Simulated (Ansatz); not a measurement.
NbN (NiAs type, P6_3/mmc) under volume change, the program Ansatz at the PBEsol level (PAW), shape and atoms relaxed at each volume.

| V (Å³/atom) | E − E(relaxed) (meV/atom) | P (GPa) |
|---|---|---|
| 9.671 | 103.9 | 37.79 |
| 9.990 | ___ | ___ |
| 10.309 | 10.3 | 10.67 |
| 10.628 | 0.0 | 0.00 |
| 10.947 | ___ | ___ |
| 11.265 | 35.3 | -16.85 |
| 11.584 | 75.6 | -23.45 |

### Question
Some entries are withheld; supply them.

### Answer

- 9.990, E − E(relaxed) (meV/atom): 43.7
- 9.990, P (GPa): 23.16
- 10.947, E − E(relaxed) (meV/atom): 9.3
- 10.947, P (GPa): -9.09

### Question
What does a third-order Birch–Murnaghan fit give for V₀, B₀ and B′?

### Answer
V₀ = 10.63 Å³/atom, B₀ = 327 GPa, B′ = 4.3.

The first step of the workflow began from a Materials Project structure, measured or hypothetical; the Crystallography Open Database files this formula in space group No. 194, but the cells were not matched. It is not the phase usual at ambient conditions (space group No. 225). The PBEsol relaxation kept the symmetry of its start; whether a distortion lowers the energy is not shown. No spin polarisation was allowed.

Potentials: the later of the program's two PAW sets.
